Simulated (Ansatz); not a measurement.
Input file for Ansatz (a quantum-chemistry and plane-wave program):

Ansatz 0.2 input:
```yaml
crystal:
  lattice:
    - [3.0604525083, 0.0, 0.0]
    - [0.0, 3.0604525083, 0.0]
    - [0.0, 0.0, 3.0604525083]
  atoms:
    - { symbol: Al, position: [0.0, 0.0, 0.0] }
    - { symbol: Pt, position: [0.5, 0.5, 0.5] }
kpoints:
  mp_grid: { grid: [28, 28, 28] }
hamiltonian:
  xc: pbesol
  pseudopotentials: { kind: paw }
scf:
  occupations: { method: fermi_dirac, width: 0.1 }
elastic: { mode: relaxed_ion, stencil: two_point, amplitude: 0.005, f_tol: 0.0005 }
```

Output (shortened):

```
Pseudopotential: Al, paw, valence charge 3
Pseudopotential: Pt, paw, valence charge 18
Functional definition: PBEsol
Crystal: 2 atoms, lattice volume = 28.665 Å³
Basis set: ecut = 420 eV, 587 PW (Γ), exchange–correlation on 48×48×48 points (8 copies of the dense FFT grid, shifted against one another)
Bands: 15, of which v1, the nominal top of the filled ones, is band 11 counted from 1 (10 counted from 0)
Symmetry: 48 space group operations
Space group: Pm-3m (ITA 221), of the structure as read, at distance tolerance 3.1e-5 Å
k-points: 680 of 21952
SCF iter   1: F=—  HF=-12910.244589 eV  |F-HF|=—  |Δ(HF+E_count)|=         —  Δρ=2.94e-3  dr2=1.46e-3  ethr=1.77e-3  ⟨swp⟩=5.0  Hψ=49408  notcnv=0
preconditioner: auto → none
SCF iter   2: F=—  HF=-12910.245155 eV  |F-HF|=—  |Δ(HF+E_count)|=   5.66e-4  Δρ=1.61e-3  dr2=4.40e-4  ethr=6.95e-6  ⟨swp⟩=2.1  Hψ=19596  notcnv=0
SCF iter   3: F=—  HF=-12910.245031 eV  |F-HF|=—  |Δ(HF+E_count)|=   1.24e-4  Δρ=1.66e-4  dr2=6.61e-6  ethr=2.09e-6  ⟨swp⟩=2.4  Hψ=14312  notcnv=0
SCF iter   4: F=—  HF=-12910.245009 eV  |F-HF|=—  |Δ(HF+E_count)|=   2.24e-5  Δρ=3.08e-5  dr2=1.36e-7  ethr=3.15e-8  ⟨swp⟩=2.4  Hψ=15897  notcnv=0
SCF iter   5: F=—  HF=-12910.245009 eV  |F-HF|=—  |Δ(HF+E_count)|=   3.29e-7  Δρ=6.14e-6  dr2=6.49e-9  ethr=6.50e-10  ⟨swp⟩=2.1  Hψ=17305  notcnv=0
SCF iter   6: F=—  HF=-12910.245009 eV  |F-HF|=—  |Δ(HF+E_count)|=   1.98e-9  Δρ=4.27e-7  dr2=1.18e-11  ethr=3.09e-11  ⟨swp⟩=2.3  Hψ=16707  notcnv=0
SCF iter   7: F=—  HF=-12910.245009 eV  |F-HF|=—  |Δ(HF+E_count)|=  3.64e-12  Δρ=6.60e-8  dr2=6.42e-13  ethr=5.62e-14 (applied; sched 1.00e-12)  ⟨swp⟩=1.7  Hψ=11805  notcnv=0  defer=11
SCF iter   8: F=-12910.245009 eV  HF=-12910.245009 eV  |F-HF|=3.64e-12  |Δ(HF+E_count)|=  1.82e-12  Δρ=1.74e-9  dr2=6.93e-16  ethr=1.00e-12  ⟨swp⟩=4.1  Hψ=33863  notcnv=0
SCF 1 converged in 8 iterations: F = -12910.245009 eV  dr2 = 6.93e-16
Crystal: 2 atoms, lattice volume = 28.522 Å³
Basis set: ecut = 420 eV, 563 PW (Γ), exchange–correlation on 48×48×48 points (8 copies of the dense FFT grid, shifted against one another)
Symmetry: 16 space group operations
k-points: 1800 of 21952
iter 1 solved again at ethr=1.40e-6 eV; its pass at ethr=3.10e-3 eV (dr2=2.95e-4 eV) is discarded
SCF iter   1: F=—  HF=-12910.244613 eV  |F-HF|=—  |Δ(HF+E_count)|=         —  Δρ=9.03e-4  dr2=1.91e-4  ethr=1.40e-6  ⟨swp⟩=2.0  Hψ=161547  notcnv=0  defer=9
preconditioner: auto → none
SCF iter   2: F=—  HF=-12910.244566 eV  |F-HF|=—  |Δ(HF+E_count)|=   4.70e-5  Δρ=3.47e-4  dr2=1.84e-5  ethr=9.09e-7  ⟨swp⟩=2.2  Hψ=37965  notcnv=0  defer=9
SCF iter   3: F=—  HF=-12910.244540 eV  |F-HF|=—  |Δ(HF+E_count)|=   2.53e-5  Δρ=6.60e-5  dr2=6.16e-7  ethr=8.78e-8  ⟨swp⟩=1.6  Hψ=32558  notcnv=0  defer=9
SCF iter   4: F=—  HF=-12910.244540 eV  |F-HF|=—  |Δ(HF+E_count)|=   1.75e-7  Δρ=6.23e-6  dr2=4.75e-9  ethr=2.93e-9  ⟨swp⟩=2.5  Hψ=41214  notcnv=0  defer=9
SCF iter   5: F=—  HF=-12910.244540 eV  |F-HF|=—  |Δ(HF+E_count)|=  6.89e-10  Δρ=1.31e-6  dr2=1.52e-10  ethr=2.26e-11  ⟨swp⟩=2.4  Hψ=44273  notcnv=0  defer=9
SCF iter   6: F=—  HF=-12910.244540 eV  |F-HF|=—  |Δ(HF+E_count)|=  3.09e-11  Δρ=1.28e-7  dr2=1.82e-12  ethr=7.23e-13 (applied; sched 1.00e-12)  ⟨swp⟩=2.5  Hψ=46439  notcnv=0  defer=27
SCF iter   7: F=-12910.244540 eV  HF=-12910.244540 eV  |F-HF|=5.46e-12  |Δ(HF+E_count)|=  3.64e-12  Δρ=1.49e-8  dr2=1.43e-14  ethr=1.00e-12  ⟨swp⟩=4.0  Hψ=90322  notcnv=0
SCF 2 converged in 7 iterations: F = -12910.244540 eV  dr2 = 1.43e-14
Crystal: 2 atoms, lattice volume = 28.809 Å³
iter 1 solved again at ethr=6.36e-10 eV; its pass at ethr=3.10e-3 eV (dr2=1.34e-7 eV) is discarded
SCF iter   1: F=—  HF=-12910.244562 eV  |F-HF|=—  |Δ(HF+E_count)|=         —  Δρ=6.90e-5  dr2=1.39e-7  ethr=6.36e-10  ⟨swp⟩=2.2  Hψ=159340  notcnv=0  defer=1
preconditioner: auto → none
SCF iter   2: F=—  HF=-12910.244543 eV  |F-HF|=—  |Δ(HF+E_count)|=   1.89e-5  Δρ=3.37e-5  dr2=1.86e-8  ethr=6.36e-10  ⟨swp⟩=2.3  Hψ=38125  notcnv=0  defer=1
SCF iter   3: F=—  HF=-12910.244543 eV  |F-HF|=—  |Δ(HF+E_count)|=   6.71e-9  Δρ=6.31e-6  dr2=4.99e-10  ethr=8.85e-11  ⟨swp⟩=1.1  Hψ=28216  notcnv=0  defer=1
SCF iter   4: F=—  HF=-12910.244543 eV  |F-HF|=—  |Δ(HF+E_count)|=  3.82e-10  Δρ=3.50e-7  dr2=5.22e-12  ethr=2.37e-12  ⟨swp⟩=2.1  Hψ=38866  notcnv=0  defer=1
SCF iter   5: F=—  HF=-12910.244543 eV  |F-HF|=—  |Δ(HF+E_count)|=  5.46e-12  Δρ=6.30e-8  dr2=2.77e-13  ethr=2.49e-14 (applied; sched 1.00e-12)  ⟨swp⟩=2.2  Hψ=39108  notcnv=0  defer=39
SCF iter   6: F=-12910.244543 eV  HF=-12910.244543 eV  |F-HF|=3.64e-12  |Δ(HF+E_count)|=  1.82e-12  Δρ=5.71e-9  dr2=2.54e-15  ethr=1.00e-12  ⟨swp⟩=4.0  Hψ=82626  notcnv=0
SCF 3 converged in 6 iterations: F = -12910.244543 eV  dr2 = 2.54e-15
Crystal: 2 atoms, lattice volume = 28.665 Å³
Symmetry: 8 space group operations
k-points: 3165 of 21952
iter 1 solved again at ethr=1.38e-7 eV; its pass at ethr=3.10e-3 eV (dr2=2.90e-5 eV) is discarded
SCF iter   1: F=—  HF=-12910.244833 eV  |F-HF|=—  |Δ(HF+E_count)|=         —  Δρ=3.09e-4  dr2=1.69e-5  ethr=1.38e-7  ⟨swp⟩=3.4  Hψ=303367  notcnv=0  defer=3
preconditioner: auto → none
SCF iter   2: F=—  HF=-12910.244814 eV  |F-HF|=—  |Δ(HF+E_count)|=   1.93e-5  Δρ=1.42e-4  dr2=3.20e-6  ethr=8.04e-8  ⟨swp⟩=1.0  Hψ=47405  notcnv=0  defer=3
SCF iter   3: F=—  HF=-12910.244811 eV  |F-HF|=—  |Δ(HF+E_count)|=   3.23e-6  Δρ=8.31e-6  dr2=5.50e-9  ethr=1.52e-8  ⟨swp⟩=1.0  Hψ=47405  notcnv=0  defer=3
SCF iter   4: F=—  HF=-12910.244812 eV  |F-HF|=—  |Δ(HF+E_count)|=   9.64e-7  Δρ=1.19e-6  dr2=1.69e-10  ethr=2.62e-11  ⟨swp⟩=2.0  Hψ=70201  notcnv=0  defer=3
SCF iter   5: F=—  HF=-12910.244812 eV  |F-HF|=—  |Δ(HF+E_count)|=  5.46e-12  Δρ=2.29e-7  dr2=9.58e-12  ethr=8.04e-13 (applied; sched 1.00e-12)  ⟨swp⟩=2.3  Hψ=77781  notcnv=0  defer=8
SCF iter   6: F=—  HF=-12910.244812 eV  |F-HF|=—  |Δ(HF+E_count)|=    0.00e0  Δρ=4.12e-8  dr2=1.54e-13  ethr=4.56e-14 (applied; sched 1.00e-12)  ⟨swp⟩=2.4  Hψ=72341  notcnv=0  defer=70
SCF iter   7: F=-12910.244812 eV  HF=-12910.244812 eV  |F-HF|=1.82e-12  |Δ(HF+E_count)|=  7.28e-12  Δρ=3.80e-9  dr2=1.84e-15  ethr=1.00e-12  ⟨swp⟩=4.0  Hψ=141409  notcnv=0
SCF 4 converged in 7 iterations: F = -12910.244812 eV  dr2 = 1.84e-15
Crystal: 2 atoms, lattice volume = 28.665 Å³
iter 1 solved again at ethr=3.86e-11 eV; its pass at ethr=3.10e-3 eV (dr2=8.11e-9 eV) is discarded
SCF iter   1: F=—  HF=-12910.244830 eV  |F-HF|=—  |Δ(HF+E_count)|=         —  Δρ=2.49e-5  dr2=8.20e-9  ethr=3.86e-11  ⟨swp⟩=2.8  Hψ=292519  notcnv=0
preconditioner: auto → none
SCF iter   2: F=—  HF=-12910.244812 eV  |F-HF|=—  |Δ(HF+E_count)|=   1.86e-5  Δρ=1.24e-5  dr2=1.57e-9  ethr=3.86e-11  ⟨swp⟩=2.0  Hψ=66484  notcnv=0
SCF iter   3: F=—  HF=-12910.244812 eV  |F-HF|=—  |Δ(HF+E_count)|=   2.17e-9  Δρ=9.96e-7  dr2=2.22e-11  ethr=7.48e-12  ⟨swp⟩=1.1  Hψ=48432  notcnv=0
SCF iter   4: F=—  HF=-12910.244812 eV  |F-HF|=—  |Δ(HF+E_count)|=  1.82e-11  Δρ=1.52e-7  dr2=5.83e-13  ethr=1.06e-13 (applied; sched 1.00e-12)  ⟨swp⟩=2.1  Hψ=68877  notcnv=0  defer=66
SCF iter   5: F=-12910.244812 eV  HF=-12910.244812 eV  |F-HF|=3.64e-12  |Δ(HF+E_count)|=  5.46e-12  Δρ=2.58e-8  dr2=2.24e-14  ethr=1.00e-12  ⟨swp⟩=4.0  Hψ=144953  notcnv=0
SCF 5 converged in 5 iterations: F = -12910.244812 eV  dr2 = 2.24e-14
SCF converged after 8 iterations
Free energy (F): -12910.245009 eV
Harris-Foulkes:  -12910.245009 eV  (|F-HF|=3.64e-12)
Internal energy: -12910.223104 eV  (E = F + TS)
E sigma→0 (E₀):  -12910.234057 eV
Entropy (-TS):   -0.021905 eV (-10.952 meV/atom)
Fermi energy:    17.457804 eV
--- Per-component energies (eV) ---
  E_band       = -211.398388
  E_kinetic    = 666.015718
  E_local      = -2117.952292  (includes V_loc(G=0)·N_el)
  E_nonlocal   = 212.026760
  E_hartree    = 829.347056
  E_xc         = -302.057540
  E_vxc        = -334.655266  (∫ρ·V_xc dr)
  E_paw        = -9771.435579  (= ΣΔE_a)
  E_vpaw       = -295.527608  (= ΣTr[D̂ρ^β])
  E_aug_tail   = 0.000187  (compensation charges beyond the density's cutoff)
  E_ewald      = -2426.473535
  E_core_change = 0.306120  (= ΣΔE_core)
  E_smearing   = -0.021905  (= −TS)
  E_closure    = 0.000000  (closes the sum)
  Σ components = -12910.245009   (vs F -12910.245009, Δ=0.00e0)
  [band-id]    e_kinetic+e_local+e_nonlocal+2·e_hartree+e_vxc+e_vpaw+e_augmentation_tail = -211.398389   (vs E_band -211.398388, Δ=-1.45e-6)
--- Forces (eV/Å), atoms counted from 1 ---
  atom   1  Al     0.00000000     0.00000000     0.00000000
  atom   2  Pt     0.00000000     0.00000000     0.00000000
  max |Σ_I F_I| component: 0.0 eV/Å
--- Stress (GPa, compression-positive) ---
       -0.003604       0.000000       0.000000
        0.000000      -0.003604       0.000000
        0.000000       0.000000      -0.003604
  P = ⅓ Tr σ = -0.0036 GPa (-0.036 kbar)
--- Band table (eV; the first three rows and the last of 680) ---
  k-point 0: bands = ["-81.5492", "-35.7332", "-35.7332", "-35.7332", "5.6061", "11.6160", "11.6160", "14.7376", "14.7376", "14.7376", "21.3494", "21.3494", "21.3494", "26.5526", "26.5526"]
  k-point 1: bands = ["-81.5491", "-35.7342", "-35.7331", "-35.7331", "5.6302", "11.6229", "11.6255", "14.7126", "14.7126", "14.7401", "21.1923", "21.3942", "21.3942", "26.5035", "26.6483"]
  k-point 2: bands = ["-81.5490", "-35.7375", "-35.7328", "-35.7328", "5.7021", "11.6434", "11.6526", "14.6404", "14.6404", "14.7475", "20.7774", "21.5257", "21.5257", "26.3614", "26.8225"]
  k-point 679: bands = ["-81.5416", "-35.8029", "-35.8029", "-35.8029", "10.7897", "10.7897", "10.7897", "16.1009", "16.1009", "18.1746", "19.1749", "19.1749", "19.1749", "22.4360", "23.6462"]
--- Elastic constants: 2 strain directions × 2 members + reference (group order 48) ---
  dense FFT box of the reference and of every strained cell: 24×24×24
  strains applied: 11, 23; error gains: componentwise 1.00 (the most a stress slope's error grows in a printed constant), spectral 1.73 (1 for all six strains …
  C = ∂σ_k/∂η_j (tension-positive GPa; Voigt order 11 22 33 23 13 12):
       208.418    197.864    197.864      0.000      0.000      0.000
       197.864    208.418    197.864      0.000      0.000      0.000
       197.864    197.864    208.418      0.000      0.000      0.000
         0.000      0.000      0.000     87.964      0.000      0.000
         0.000      0.000      0.000      0.000     87.964      0.000
         0.000      0.000      0.000      0.000      0.000     87.964
  reference stress σ⁰ (GPa):      0.004      0.004      0.004      0.000      0.000      0.000
  C* (energy form; C + prestress term) asymmetry max|C*_kj − C*_jk| = 2.842e-14 GPa — a small one proves nothing (zero by symmetry where the batch's group is …
  moduli (Voigt/Reuss/Hill, GPa): K = 201.38/201.38/201.38   G = 54.89/12.10/33.50   E = 95.21   ν = 0.421
  mechanically stable: yes (min eigenvalue of sym C = 10.55 GPa)
  where every solve meets its electron count the energy-path curvature estimates C_jj along a normal strain and C_jj − ¼(σ⁰_aa + σ⁰_bb) along a shear (ab), of …
  strain η (Voigt 11):  stress-route row diagonal C_11 = 208.42 GPa, energy-path curvature d²(F+E_count+ΔE)/dδ²/Ω₀ = 208.38 GPa
         δ    σ_11 (GPa)             F (eV)   n_scf  n_hpsi   n_pw
    -5.000e-3      -1.0536      -12910.2445403       7  479514    572   relax 0 steps, max|allowed force component| 0.0 eV/Å
     5.000e-3       1.0306      -12910.2445428       6  411479    587   relax 0 steps, max|allowed force component| 0.0 eV/Å
  strain η (Voigt 23):  stress-route row diagonal C_44 = 87.96 GPa, energy-path curvature d²(F+E_count+ΔE)/dδ²/Ω₀ = 87.96 GPa
         δ    σ_23 (GPa)             F (eV)   n_scf  n_hpsi   n_pw
    -5.000e-3      -0.4398      -12910.2448117       7  804213    587   relax 0 steps, max|allowed force component| 0.0 eV/Å
     5.000e-3       0.4398      -12910.2448117       5  665573    587   relax 0 steps, max|allowed force component| 0.0 eV/Å
```

Cost: very roughly 3 core-minutes on shared cores.

The workflow started from a Materials Project entry (that database holds measured and hypothetical structures alike); the Crystallography Open Database copy checked does not list it. With Al and Pt taken as one species the cell has the higher symmetry Im-3m, so it may be an ordered model of a mixed-site phase. Whether it is the stable phase at ambient conditions was not checked. Symmetry was held in the PBEsol relaxation; phonons on a q-mesh show weakly imaginary modes. The run is not spin-polarised. As this level gives no gap, shear constants depend on the k-mesh and smearing (Fermi–Dirac, 0.1 eV here). Spin–orbit coupling is left out wherever it is not named.

Potentials: the later of the program's two PAW sets.

Ansatz is a plane-wave DFT program.
